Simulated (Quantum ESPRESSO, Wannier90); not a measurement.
**Wannier functions of Ag (fcc (Cu type))**

```
begin unit_cell_cart
ang
    0.0000000000    2.0521800000    2.0521800000
    2.0521800000    0.0000000000    2.0521800000
    2.0521800000    2.0521800000    0.0000000000
end unit_cell_cart
begin atoms_frac
Ag   0.0000000000  0.0000000000  0.0000000000
end atoms_frac
```

Structure: Materials Project mp-124, symmetrised, not relaxed again. This is the element's usual structure. Level: PBEsol, spinors with spin-orbit coupling; pw.x of Quantum ESPRESSO at 66 Ry with PseudoDojo potentials, 10×10×10 k-points, Wannier90. Density: 18×18×18 mesh, cold smearing 0.01 Ry.

A tight-binding model is made by disentanglement and projection with no localisation steps (num_iter = 0), so the 18 orbitals stay atom-like: hydrogen-like Ag: s;p;d, axes along x, y, z; frozen window up to 1.50 eV relative to the Fermi level. It follows pw.x to 8.1 meV rms for states up to 1.0 eV relative to the Fermi level. Matrix elements depend on this choice of orbitals and windows.

Q: What are the on-site energies relative to the Fermi level, and how fast do the hoppings decay?

A: 
```json
[
 {"atom": "Ag1", "orbitals": "s↑ s↓", "energy (eV)": "4.57"},
 {"atom": "Ag1", "orbitals": "pz↑ pz↓ px↑ px↓ py↑ py↓", "energy (eV)": "11.54"},
 {"atom": "Ag1", "orbitals": "dz2↑ dz2↓ dx2-y2↑ dx2-y2↓", "energy (eV)": "-4.15"},
 {"atom": "Ag1", "orbitals": "dxz↑ dxz↓ dyz↑ dyz↓ dxy↑ dxy↓", "energy (eV)": "-4.20"}
]
```

```
distance of the centres (Å)  largest modulus (eV)
---------------------------  --------------------
2–3                                           1.8
4–5                                          0.33
5–6                                          0.10
6–7                                         0.052
7–8                                         0.028
8–9                                         0.032
9–10                                       0.0068
10–11                                      0.0057
```

Effective spin-orbit constants λ of λ L·S, from the same-site elements px↑–py↑ (λ/2) and dx2-y2↑–dxy↑ (λ), where they are among the larger elements: Ag1 d 0.23 eV, Ag1 p 0.37 eV.
